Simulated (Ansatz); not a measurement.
# Ti$_{5}$Si: do energies and stresses tell the same story?

The calculation used Ansatz, DFT PBEsol, scalar-relativistic, plane waves, PAW.

Settings: cutoff 420 eV, Γ-centred mesh 12×12×12 on the computed 6-atom cell, Gaussian smearing of 0.10 eV; no spin polarisation.

Relaxed cell: R32, a = 4.980 Å, b = 4.980 Å, c = 13.197 Å, α = 90.00°, β = 90.00°, γ = 120.00°, 6 atoms in the primitive cell. Whether it is the stable form of this composition wasn't checked.

Energies at zero smearing and pressures from the stress tensor, at volumes with shape and atoms relaxed:
```json
{"V (Å³/atom)": "13.855", "E − E(first) (meV/atom)": "0.00", "P (GPa)": "20.85"}
{"V (Å³/atom)": "14.327", "E − E(first) (meV/atom)": "-51.90", "P (GPa)": "14.50"}
{"V (Å³/atom)": "14.799", "E − E(first) (meV/atom)": "-86.30", "P (GPa)": "8.98"}
{"V (Å³/atom)": "15.272", "E − E(first) (meV/atom)": "-105.49", "P (GPa)": "4.17"}
{"V (Å³/atom)": "15.744", "E − E(first) (meV/atom)": "-111.46", "P (GPa)": "0.00"}
{"V (Å³/atom)": "16.216", "E − E(first) (meV/atom)": "-105.93", "P (GPa)": "-3.63"}
{"V (Å³/atom)": "16.689", "E − E(first) (meV/atom)": "-90.45", "P (GPa)": "-6.77"}
{"V (Å³/atom)": "17.319", "E − E(first) (meV/atom)": "-56.57", "P (GPa)": "-10.32"}
```

Question: Check P = −dE/dV between neighbouring volumes, and get the bulk modulus from the pressures alone.

Answer: With 1 eV/Å³ = 160.2 GPa:
```json
{"middle V (Å³/atom)": "14.091", "−ΔE/ΔV (GPa)": "17.605", "mean P (GPa)": "17.673"}
{"middle V (Å³/atom)": "14.563", "−ΔE/ΔV (GPa)": "11.670", "mean P (GPa)": "11.738"}
{"middle V (Å³/atom)": "15.036", "−ΔE/ΔV (GPa)": "6.508", "mean P (GPa)": "6.576"}
{"middle V (Å³/atom)": "15.508", "−ΔE/ΔV (GPa)": "2.024", "mean P (GPa)": "2.086"}
{"middle V (Å³/atom)": "15.980", "−ΔE/ΔV (GPa)": "-1.873", "mean P (GPa)": "-1.815"}
{"middle V (Å³/atom)": "16.453", "−ΔE/ΔV (GPa)": "-5.253", "mean P (GPa)": "-5.200"}
{"middle V (Å³/atom)": "17.004", "−ΔE/ΔV (GPa)": "-8.619", "mean P (GPa)": "-8.543"}
```

The two differ by 0.08 GPa at most. The mean of two end pressures misses the average over a step by about ΔV² P″/12, up to 0.07 GPa here; with that taken off 0.02 GPa remains. Around V = 15.744 Å³/atom, the two neighbours give B = −V ΔP/ΔV = 15.744 × 7.80 / 0.945 = 130.1 GPa, against B0 = 129.5 GPa from the Birch–Murnaghan fit of the energies.